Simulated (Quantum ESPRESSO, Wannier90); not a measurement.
## Tight-binding from DFT: AlAs (zinc blende)

```
begin unit_cell_cart
ang
    0.0000000000    2.8379000000    2.8379000000
    2.8379000000    0.0000000000    2.8379000000
    2.8379000000    2.8379000000    0.0000000000
end unit_cell_cart
begin atoms_frac
Al   0.0000000000  0.0000000000  0.0000000000
As   0.2500000000  0.2500000000  0.2500000000
end atoms_frac
```

Materials Project entry mp-2172; symmetrised, unrelaxed at this level. COD (Crystallography Open Database) has an entry of this formula and space group (matched by these alone). Level: PBEsol, spinors with spin-orbit coupling; pw.x of Quantum ESPRESSO at 68 Ry with PseudoDojo potentials, 8×8×8 k-points, Wannier90. Density: 10×10×10 mesh, cold smearing 0.01 Ry.

A tight-binding model is made by disentanglement and projection with no localisation steps (num_iter = 0), so the 16 orbitals stay atom-like: hydrogen-like Al: s;p; As: s;p, axes along x, y, z; frozen window up to 6.24 eV relative to the valence-band maximum. It follows pw.x to 12 meV rms for states up to 2.2 eV relative to the valence-band maximum. Matrix elements depend on this choice of orbitals and windows.

The 45 largest hoppings ⟨m,0|H|n,R⟩ between different sites (one of each Hermitian pair; signs follow the real orbitals' lobes; the list may end inside a set of equal values):

```json
[
 {"m": "As2 s↑", "n": "Al1 s↑", "R": "0 0 0", "distance of the centres (Å)": "2.46", "t (eV)": "-1.493", "Im t (eV)": "0.000"},
 {"m": "As2 s↓", "n": "Al1 s↓", "R": "0 0 0", "distance of the centres (Å)": "2.46", "t (eV)": "-1.493", "Im t (eV)": "0.000"},
 {"m": "As2 s↑", "n": "Al1 s↑", "R": "0 0 1", "distance of the centres (Å)": "2.46", "t (eV)": "-1.493", "Im t (eV)": "0.000"},
 {"m": "As2 s↓", "n": "Al1 s↓", "R": "0 0 1", "distance of the centres (Å)": "2.46", "t (eV)": "-1.493", "Im t (eV)": "0.000"},
 {"m": "As2 s↑", "n": "Al1 s↑", "R": "0 1 0", "distance of the centres (Å)": "2.46", "t (eV)": "-1.493", "Im t (eV)": "0.000"},
 {"m": "As2 s↓", "n": "Al1 s↓", "R": "0 1 0", "distance of the centres (Å)": "2.46", "t (eV)": "-1.493", "Im t (eV)": "0.000"},
 {"m": "As2 s↑", "n": "Al1 s↑", "R": "1 0 0", "distance of the centres (Å)": "2.46", "t (eV)": "-1.493", "Im t (eV)": "0.000"},
 {"m": "As2 s↓", "n": "Al1 s↓", "R": "1 0 0", "distance of the centres (Å)": "2.46", "t (eV)": "-1.493", "Im t (eV)": "0.000"},
 {"m": "As2 s↑", "n": "Al1 pz↑", "R": "0 0 0", "distance of the centres (Å)": "2.46", "t (eV)": "-1.286", "Im t (eV)": "0.000"},
 {"m": "As2 s↑", "n": "Al1 px↑", "R": "0 0 0", "distance of the centres (Å)": "2.46", "t (eV)": "-1.286", "Im t (eV)": "0.000"},
 {"m": "As2 s↑", "n": "Al1 py↑", "R": "0 0 0", "distance of the centres (Å)": "2.46", "t (eV)": "-1.286", "Im t (eV)": "0.000"},
 {"m": "As2 s↓", "n": "Al1 pz↓", "R": "0 0 0", "distance of the centres (Å)": "2.46", "t (eV)": "-1.286", "Im t (eV)": "0.000"},
 {"m": "As2 s↓", "n": "Al1 px↓", "R": "0 0 0", "distance of the centres (Å)": "2.46", "t (eV)": "-1.286", "Im t (eV)": "0.000"},
 {"m": "As2 s↓", "n": "Al1 py↓", "R": "0 0 0", "distance of the centres (Å)": "2.46", "t (eV)": "-1.286", "Im t (eV)": "0.000"},
 {"m": "As2 s↑", "n": "Al1 pz↑", "R": "0 0 1", "distance of the centres (Å)": "2.46", "t (eV)": "-1.286", "Im t (eV)": "0.000"},
 {"m": "As2 s↑", "n": "Al1 px↑", "R": "0 0 1", "distance of the centres (Å)": "2.46", "t (eV)": "1.286", "Im t (eV)": "0.000"},
 {"m": "As2 s↑", "n": "Al1 py↑", "R": "0 0 1", "distance of the centres (Å)": "2.46", "t (eV)": "1.286", "Im t (eV)": "0.000"},
 {"m": "As2 s↓", "n": "Al1 pz↓", "R": "0 0 1", "distance of the centres (Å)": "2.46", "t (eV)": "-1.286", "Im t (eV)": "0.000"},
 {"m": "As2 s↓", "n": "Al1 px↓", "R": "0 0 1", "distance of the centres (Å)": "2.46", "t (eV)": "1.286", "Im t (eV)": "0.000"},
 {"m": "As2 s↓", "n": "Al1 py↓", "R": "0 0 1", "distance of the centres (Å)": "2.46", "t (eV)": "1.286", "Im t (eV)": "0.000"},
 {"m": "As2 s↑", "n": "Al1 pz↑", "R": "0 1 0", "distance of the centres (Å)": "2.46", "t (eV)": "1.286", "Im t (eV)": "0.000"},
 {"m": "As2 s↑", "n": "Al1 px↑", "R": "0 1 0", "distance of the centres (Å)": "2.46", "t (eV)": "1.286", "Im t (eV)": "0.000"},
 {"m": "As2 s↑", "n": "Al1 py↑", "R": "0 1 0", "distance of the centres (Å)": "2.46", "t (eV)": "-1.286", "Im t (eV)": "0.000"},
 {"m": "As2 s↓", "n": "Al1 pz↓", "R": "0 1 0", "distance of the centres (Å)": "2.46", "t (eV)": "1.286", "Im t (eV)": "0.000"},
 {"m": "As2 s↓", "n": "Al1 px↓", "R": "0 1 0", "distance of the centres (Å)": "2.46", "t (eV)": "1.286", "Im t (eV)": "0.000"},
 {"m": "As2 s↓", "n": "Al1 py↓", "R": "0 1 0", "distance of the centres (Å)": "2.46", "t (eV)": "-1.286", "Im t (eV)": "0.000"},
 {"m": "As2 s↑", "n": "Al1 pz↑", "R": "1 0 0", "distance of the centres (Å)": "2.46", "t (eV)": "1.286", "Im t (eV)": "0.000"},
 {"m": "As2 s↑", "n": "Al1 px↑", "R": "1 0 0", "distance of the centres (Å)": "2.46", "t (eV)": "-1.286", "Im t (eV)": "0.000"},
 {"m": "As2 s↑", "n": "Al1 py↑", "R": "1 0 0", "distance of the centres (Å)": "2.46", "t (eV)": "1.286", "Im t (eV)": "0.000"},
 {"m": "As2 s↓", "n": "Al1 pz↓", "R": "1 0 0", "distance of the centres (Å)": "2.46", "t (eV)": "1.286", "Im t (eV)": "0.000"},
 {"m": "As2 s↓", "n": "Al1 px↓", "R": "1 0 0", "distance of the centres (Å)": "2.46", "t (eV)": "-1.286", "Im t (eV)": "0.000"},
 {"m": "As2 s↓", "n": "Al1 py↓", "R": "1 0 0", "distance of the centres (Å)": "2.46", "t (eV)": "1.286", "Im t (eV)": "0.000"},
 {"m": "As2 px↑", "n": "Al1 s↑", "R": "0 0 0", "distance of the centres (Å)": "2.46", "t (eV)": "1.284", "Im t (eV)": "0.000"},
 {"m": "As2 px↓", "n": "Al1 s↓", "R": "0 0 0", "distance of the centres (Å)": "2.46", "t (eV)": "1.284", "Im t (eV)": "0.000"},
 {"m": "As2 py↑", "n": "Al1 s↑", "R": "0 0 0", "distance of the centres (Å)": "2.46", "t (eV)": "1.284", "Im t (eV)": "0.000"},
 {"m": "As2 py↓", "n": "Al1 s↓", "R": "0 0 0", "distance of the centres (Å)": "2.46", "t (eV)": "1.284", "Im t (eV)": "0.000"},
 {"m": "As2 px↑", "n": "Al1 s↑", "R": "0 0 1", "distance of the centres (Å)": "2.46", "t (eV)": "-1.284", "Im t (eV)": "0.000"},
 {"m": "As2 px↓", "n": "Al1 s↓", "R": "0 0 1", "distance of the centres (Å)": "2.46", "t (eV)": "-1.284", "Im t (eV)": "0.000"},
 {"m": "As2 py↑", "n": "Al1 s↑", "R": "0 0 1", "distance of the centres (Å)": "2.46", "t (eV)": "-1.284", "Im t (eV)": "0.000"},
 {"m": "As2 py↓", "n": "Al1 s↓", "R": "0 0 1", "distance of the centres (Å)": "2.46", "t (eV)": "-1.284", "Im t (eV)": "0.000"},
 {"m": "As2 px↑", "n": "Al1 s↑", "R": "0 1 0", "distance of the centres (Å)": "2.46", "t (eV)": "-1.284", "Im t (eV)": "0.000"},
 {"m": "As2 px↓", "n": "Al1 s↓", "R": "0 1 0", "distance of the centres (Å)": "2.46", "t (eV)": "-1.284", "Im t (eV)": "0.000"},
 {"m": "As2 py↑", "n": "Al1 s↑", "R": "0 1 0", "distance of the centres (Å)": "2.46", "t (eV)": "1.284", "Im t (eV)": "0.000"},
 {"m": "As2 py↓", "n": "Al1 s↓", "R": "0 1 0", "distance of the centres (Å)": "2.46", "t (eV)": "1.284", "Im t (eV)": "0.000"},
 {"m": "As2 px↑", "n": "Al1 s↑", "R": "1 0 0", "distance of the centres (Å)": "2.46", "t (eV)": "1.284", "Im t (eV)": "0.000"}
]
```
